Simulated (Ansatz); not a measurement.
Ti3O: do energies and stresses tell the same story?

Theory: DFT PBEsol, scalar-relativistic, plane waves, PAW (Ansatz).

Settings: cutoff 420 eV, Γ-centred mesh 12×12×8 on the computed 8-atom cell, Gaussian smearing of 0.10 eV; no spin polarisation.

Relaxed cell: P6_3/mcm, a = 5.065 Å, b = 5.065 Å, c = 4.846 Å, α = 90.00°, β = 90.00°, γ = 120.00°, 8 atoms in the primitive cell. Whether it is the stable form of this composition wasn't checked.

Energies at zero smearing and pressures from the stress tensor, at volumes with shape and atoms relaxed:
```json
{"V (Å³/atom)": "11.845", "E − E(first) (meV/atom)": "0.00", "P (GPa)": "25.12"}
{"V (Å³/atom)": "12.249", "E − E(first) (meV/atom)": "-53.23", "P (GPa)": "17.36"}
{"V (Å³/atom)": "12.653", "E − E(first) (meV/atom)": "-88.31", "P (GPa)": "10.68"}
{"V (Å³/atom)": "13.056", "E − E(first) (meV/atom)": "-107.79", "P (GPa)": "4.94"}
{"V (Å³/atom)": "13.460", "E − E(first) (meV/atom)": "-113.83", "P (GPa)": "0.00"}
{"V (Å³/atom)": "13.864", "E − E(first) (meV/atom)": "-108.33", "P (GPa)": "-4.24"}
{"V (Å³/atom)": "14.268", "E − E(first) (meV/atom)": "-92.92", "P (GPa)": "-7.87"}
{"V (Å³/atom)": "14.806", "E − E(first) (meV/atom)": "-59.42", "P (GPa)": "-11.90"}
```

Q: Check P = −dE/dV between neighbouring volumes, and get the bulk modulus from the pressures alone.

A: With 1 eV/Å³ = 160.2 GPa:
```
middle V (Å³/atom)  −ΔE/ΔV (GPa) mean P (GPa)
            12.047        21.119        21.238
            12.451        13.922        14.020
            12.854         7.728         7.809
            13.258         2.395         2.468
            13.662        -2.183        -2.122
            14.066        -6.114        -6.055
            14.537        -9.968        -9.884
```

The two differ by 0.12 GPa at most. The mean of two end pressures misses the average over a step by about ΔV² P″/12, up to 0.10 GPa here; with that taken off 0.02 GPa remains. Around V = 13.460 Å³/atom, the two neighbours give B = −V ΔP/ΔV = 13.460 × 9.18 / 0.808 = 153.0 GPa, against B0 = 152.0 GPa from the Birch–Murnaghan fit of the energies.

Spin polarisation was left out, and a magnetic state may lie lower.

A ferromagnetic start lost its moments in a first run, so spin was left out; other magnetic orders weren't tried.

Cost: 9 runs of about 24 core-minutes in all, on Intel Xeon Platinum 8488C (Sapphire Rapids) (shared hosts).